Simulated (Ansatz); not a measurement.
Ansatz input file:

```yaml
crystal:
  lattice:
    - [6.740815, -0.020952, -0.083622]
    - [-0.020952, 6.509114, -0.137482]
    - [-0.083622, -0.137482, 6.294228]
  atoms:
    - { symbol: Te, position: [0.0341744476, 0.7479312506, 0.8065446536] }
    - { symbol: Te, position: [0.3467632548, 0.239863278, 0.9774655873] }
    - { symbol: O, position: [0.471301489, 0.4308596774, 0.3119096733] }
    - { symbol: O, position: [0.7739312426, 0.2945535678, 0.5902825272] }
    - { symbol: O, position: [0.4553305137, 0.0356635598, 0.7708795689] }
    - { symbol: O, position: [0.0076228554, 0.1159665368, 0.9449766669] }
    - { symbol: O, position: [0.9259579351, 0.4892417624, 0.9379890488] }
    - { symbol: O, position: [0.4451019302, 0.4683568703, 0.838547212] }
    - { symbol: O, position: [0.667351081, 0.2205168512, 0.0755629451] }
    - { symbol: O, position: [0.1877242314, 0.7513637182, 0.0558944288] }
    - { symbol: O, position: [0.3278546019, 0.6697365487, 0.52904244] }
    - { symbol: O, position: [0.0861855136, 0.3973142335, 0.2882608984] }
    - { symbol: O, position: [0.5534452234, 0.0128250625, 0.366839481] }
    - { symbol: O, position: [0.7284665713, 0.756635256, 0.6440316677] }
    - { symbol: Si, position: [0.6367208056, 0.2596550962, 0.3547113318] }
    - { symbol: Si, position: [0.8118674409, 0.2761251887, 0.8515950251] }
    - { symbol: Si, position: [0.5294858979, 0.8809766187, 0.5940073971] }
    - { symbol: Si, position: [0.2288528855, 0.5850408547, 0.2715606296] }
basis:
  ecutwfc: 420
kpoints:
  mp_grid: { grid: [3, 3, 3] }
hamiltonian:
  xc: pbe
scf:
  occupations: { method: fermi_dirac, width: 0.2111 }
output:
  forces: true
  stress: true
  eigenvalues: true
  populations: true
  write_density: true
  write_potential: true
  elf: true
  volumetric_format: npy
```

Launched with
```bash
ansatz run input.yaml --threads 2 --pin off --max-ram 5120MiB --backend cpu --events-out ev --progress --plain --runs-dir out
```

Theory: DFT PBE, scalar-relativistic, plane waves, PAW in Ansatz.

Part of what the program printed, abridged (iterations and final results):

```
SCF iter   1: F=—  HF=-23310.592614 eV  |F-HF|=—  |Δ(HF+E_count)|=         —  Δρ=5.69e-3  dr2=7.52e-2  ethr=1.77e-3  ⟨swp⟩=6.6  Hψ=5237  notcnv=0  defer=30
SCF iter   2: F=—  HF=-23310.584810 eV  |F-HF|=—  |Δ(HF+E_count)|=   7.80e-3  Δρ=3.18e-3  dr2=1.86e-2  ethr=6.26e-5  ⟨swp⟩=2.6  Hψ=2133  notcnv=0  defer=30
SCF iter   3: F=—  HF=-23310.582497 eV  |F-HF|=—  |Δ(HF+E_count)|=   2.31e-3  Δρ=1.48e-3  dr2=5.96e-3  ethr=1.55e-5  ⟨swp⟩=2.0  Hψ=1648  notcnv=0  defer=30
SCF iter   4: F=—  HF=-23310.581907 eV  |F-HF|=—  |Δ(HF+E_count)|=   5.90e-4  Δρ=5.02e-4  dr2=7.11e-4  ethr=4.96e-6  ⟨swp⟩=2.1  Hψ=1499  notcnv=0  defer=30
SCF iter   5: F=—  HF=-23310.581852 eV  |F-HF|=—  |Δ(HF+E_count)|=   5.46e-5  Δρ=2.25e-4  dr2=1.51e-4  ethr=5.93e-7  ⟨swp⟩=2.0  Hψ=1562  notcnv=0  defer=30
SCF iter   6: F=—  HF=-23310.581886 eV  |F-HF|=—  |Δ(HF+E_count)|=   3.34e-5  Δρ=1.46e-4  dr2=6.35e-5  ethr=1.26e-7  ⟨swp⟩=2.6  Hψ=2022  notcnv=0  defer=30
SCF iter   7: F=—  HF=-23310.581667 eV  |F-HF|=—  |Δ(HF+E_count)|=   2.19e-4  Δρ=5.36e-5  dr2=9.03e-6  ethr=5.29e-8  ⟨swp⟩=2.3  Hψ=1656  notcnv=0  defer=30
SCF iter   8: F=—  HF=-23310.581668 eV  |F-HF|=—  |Δ(HF+E_count)|=   8.34e-7  Δρ=2.72e-5  dr2=2.45e-6  ethr=7.52e-9  ⟨swp⟩=2.0  Hψ=1629  notcnv=0  defer=31
SCF iter   9: F=—  HF=-23310.581669 eV  |F-HF|=—  |Δ(HF+E_count)|=   6.02e-7  Δρ=1.81e-5  dr2=9.98e-7  ethr=2.04e-9  ⟨swp⟩=2.0  Hψ=1633  notcnv=0  defer=31
SCF iter  10: F=—  HF=-23310.581669 eV  |F-HF|=—  |Δ(HF+E_count)|=  2.55e-11  Δρ=6.06e-6  dr2=1.17e-7  ethr=8.32e-10  ⟨swp⟩=2.1  Hψ=1628  notcnv=0  defer=31
SCF iter  11: F=-23310.581669 eV  HF=-23310.581669 eV  |F-HF|=2.57e-8  |Δ(HF+E_count)|=   4.30e-8  Δρ=4.21e-6  dr2=5.29e-8  ethr=8.33e-11  ⟨swp⟩=19.1  Hψ=8095  notcnv=0
SCF 1 converged in 11 iterations: F = -23310.581669 eV  dr2 = 5.29e-8
SCF converged after 11 iterations
Free energy (F): -23310.581669 eV
Harris-Foulkes:  -23310.581669 eV  (|F-HF|=2.57e-8)
Internal energy: -23310.502378 eV  (E = F + TS)
E sigma→0 (E₀):  -23310.542023 eV
Entropy (-TS):   -0.079291 eV (-4.405 meV/atom)
Fermi energy:    4.907655 eV
--- Per-component energies (eV) ---
  E_band       = -1002.483711
  E_kinetic    = 2634.622425
  E_local      = -9721.400444  (includes V_loc(G=0)·N_el)
  E_nonlocal   = 45.653447
  E_hartree    = 4377.965228
  E_xc         = -1350.810616
  E_vxc        = -1519.980027  (∫ρ·V_xc dr)
  E_paw        = -13272.036581  (= ΣΔE_a)
  E_vpaw       = -1197.338371  (= ΣTr[D̂ρ^β])
  E_aug_tail   = 0.029042  (compensation charges beyond the density's cutoff)
  E_ewald      = -6024.524878
  E_smearing   = -0.079291  (= −TS)
--- Forces (eV/Å), atoms counted from 1 ---
  atom   1  Te    -2.69408018    -0.44016795    -1.12549606
  atom   2  Te     0.38571245     0.96278089     0.09748397
  atom   3  O     -0.34484780     0.23973847    -0.84947723
  atom   4  O     -0.73354278    -0.72399372    -0.70121957
  atom   5  O     -0.87501328     0.33142619     0.78685631
  atom   6  O     -1.47596527    -0.60765827    -2.75499772
  atom   7  O     -0.00473468     1.82933672    -1.63744116
  atom   8  O     -1.23555798    -1.71399766     0.91755307
  atom   9  O      1.32027098     0.03624009    -0.70942680
  atom  10  O      2.06000491    -0.70101498     4.11678006
  atom  11  O     -0.48661125     3.87929381    -1.28092755
  atom  12  O     -0.20741334     0.43932561    -0.00643261
  atom  13  O     -0.05494450     0.51331832     1.20471550
  atom  14  O      0.77064184     0.36130760     0.55645992
  atom  15  Si    -0.16954959    -1.38318073     0.49374057
  atom  16  Si     1.85558586    -0.39180038     1.74093186
  atom  17  Si    -0.34931286    -2.63420428    -3.25722288
  atom  18  Si     2.23939334     0.00316984     2.40814554
--- Stress (GPa, compression-positive) ---
       -5.126107      -2.535997      -3.326803
       -2.536001      -4.736267       6.736680
       -3.326801       6.736682      -7.141194
  P = ⅓ Tr σ = -5.6679 GPa (-56.679 kbar)
--- Band table (eV; the first three rows and the last of 14) ---
  k-point 0: bands = ["-34.3652", "-34.3229", "-34.3089", "-34.2663", "-34.2503", "-33.7455", "-33.7201", "-33.5252", "-33.5127", "-33.4876", "-16.1598", "-15.6044", "-15.1739", "-14.8553", "-14.5965", "-14.1978", "-14.1079", "-13.3830", "-13.1563", "-13.0170", "-12.8648", "-12.5307", "-7.3548", "-6.6320", "-5.0664", "-3.6679", "-3.3966", "-3.1109", "-2.2077", "-2.0292", "-1.8356", "-1.3317", "-1.0365", "-0.6389", "-0.2961", "-0.0883", "0.1476", "0.2002", "0.5544", "0.6683", "0.6834", "0.9340", "0.9867", "1.2182", "1.3871", "1.4501", "1.7516", "1.8377", "2.0470", "2.1650", "2.2623", "2.4148", "2.4641", "2.7149", "2.9561", "3.2187", "3.2593", "3.4497", "3.8025", "3.9789", "5.8653", "6.7665",  ...
  k-point 1: bands = ["-34.3652", "-34.3229", "-34.3089", "-34.2663", "-34.2503", "-33.7455", "-33.7201", "-33.5252", "-33.5127", "-33.4876", "-16.0167", "-15.5956", "-15.4086", "-15.0359", "-14.3603", "-14.1610", "-14.0711", "-13.4392", "-13.1620", "-13.0259", "-12.8669", "-12.5178", "-7.3053", "-6.6253", "-4.7938", "-4.0963", "-3.4678", "-2.9096", "-2.1522", "-2.0705", "-1.6999", "-1.3470", "-1.0023", "-0.7370", "-0.4978", "-0.2361", "0.1628", "0.1939", "0.4796", "0.6567", "0.7106", "0.9418", "1.1163", "1.2593", "1.3827", "1.4620", "1.5970", "1.8058", "1.9493", "2.1010", "2.3154", "2.5588", "2.6567", "2.8749", "2.9451", "3.1359", "3.3286", "3.5038", "3.6694", "3.9687", "5.7609", "6.8378",  ...
  k-point 2: bands = ["-34.3652", "-34.3229", "-34.3089", "-34.2663", "-34.2503", "-33.7455", "-33.7201", "-33.5252", "-33.5127", "-33.4876", "-16.0936", "-15.6728", "-15.1703", "-14.8675", "-14.5765", "-14.3137", "-14.0115", "-13.3809", "-13.2328", "-12.9773", "-12.8436", "-12.5211", "-7.2055", "-6.6577", "-5.1565", "-3.9553", "-3.0870", "-2.8719", "-2.3714", "-2.1853", "-1.8105", "-1.2207", "-0.9721", "-0.6026", "-0.3968", "-0.1954", "-0.0120", "0.2190", "0.3707", "0.5429", "0.7670", "0.9396", "1.0988", "1.2295", "1.4358", "1.5895", "1.6918", "1.8096", "1.9515", "2.0220", "2.1711", "2.4638", "2.6017", "2.8942", "3.0614", "3.2226", "3.3038", "3.4229", "3.7517", "3.9688", "6.0461", "6.7800", ...
  k-point 13: bands = ["-34.3652", "-34.3229", "-34.3088", "-34.2663", "-34.2503", "-33.7455", "-33.7201", "-33.5252", "-33.5127", "-33.4876", "-15.9138", "-15.6456", "-15.4221", "-15.0717", "-14.3829", "-14.2201", "-14.0469", "-13.4410", "-13.2432", "-13.0251", "-12.7653", "-12.5064", "-7.1363", "-6.5400", "-4.8771", "-4.2191", "-3.4032", "-2.7166", "-2.4166", "-2.1465", "-1.7426", "-1.4199", "-1.0496", "-0.6887", "-0.4593", "-0.2811", "-0.0305", "0.3141", "0.4366", "0.5319", "0.7562", "0.8341", "0.9178", "1.2704", "1.4911", "1.5739", "1.7429", "1.8344", "1.9993", "2.0862", "2.2437", "2.5000", "2.8045", "2.9104", "3.0170", "3.2053", "3.3307", "3.5483", "3.7146", "3.9309", "5.8236", "6.7766" ...
--- Löwdin populations: 18 sites ---
  site symbol q [e]
     0     Te     14.1280
     1     Te     14.1124
     2      O      6.7520
     3      O      6.7189
     4      O      6.8264
     5      O      6.7405
     6      O      6.7311
     7      O      6.7401
     8      O      6.7144
     9      O      6.7572
    10      O      6.6777
    11      O      6.7736
    12      O      6.7776
    13      O      6.8074
    14     Si      2.2882
    15     Si      2.3692
    16     Si      2.3514
    17     Si      2.4644
  spilling = 0.010581 (of n_electrons = 120.000000)
```

Self-consistency was reached.

It took 33 s on 2 threads of Arm Neoverse V1, on a shared host, peak memory 0.66 GiB.